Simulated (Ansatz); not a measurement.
## Computed energy against volume: Ta (bcc, W type)

Ta (bcc, W type)

```
Ta
1.0
   -1.65987     1.65987     1.65987
    1.65987    -1.65987     1.65987
    1.65987     1.65987    -1.65987
Ta
1
Direct
  0.00000   0.00000   0.00000
```

This relaxed cell (volume V₀) is scaled evenly in all directions, its shape held. Symmetry pins the atoms to their sites.

These are PBE (plane waves to 420 eV, PAW, scalar-relativistic; Ansatz, a program for electronic structure) values and carry that method's errors. k mesh 20×20×20 (Γ-centred), Fermi-Dirac smearing 0.05 eV. Energies are smeared free energies. Compression counts positive. Spin-orbit coupling is left out, though Ta is heavy. Ta is run without spin polarisation. Ta was relaxed with its symmetry unable to fall. The PAW data are Ansatz's earlier set. The zero of ΔE is the relaxed starting cell.

```
V (Å³/atom)  ΔE (kJ/mol of atoms)  P (GPa)
-----------  --------------------  -------
16.464                       12.7     25.1
16.921                        6.9     17.7
17.378                        2.9     11.1
17.836                        0.7      5.2
18.293                        0.0      0.0
18.750                        0.7     -4.6
19.208                        2.5     -8.7
19.665                        5.4    -12.3
20.122                        9.3    -15.5
```

Key numbers:

```yaml
pressure_at_the_smallest_volume: 25.1 GPa
energy_cost_of_the_largest_compression: 132 meV/atom
energy_cost_of_the_largest_expansion: 96 meV/atom
Bulk modulus B₀ (third-order Birch-Murnaghan fit): 196 GPa
Pressure derivative B₀′ (fit): 3.8
equilibrium_volume_of_the_fit: 18.29 Å³/atom
Pressure for 5 % compression (fit): 11.1 GPa
```

(A scan under strain: stresses follow from slopes of the energy per volume, elastic moduli from its curvatures.)
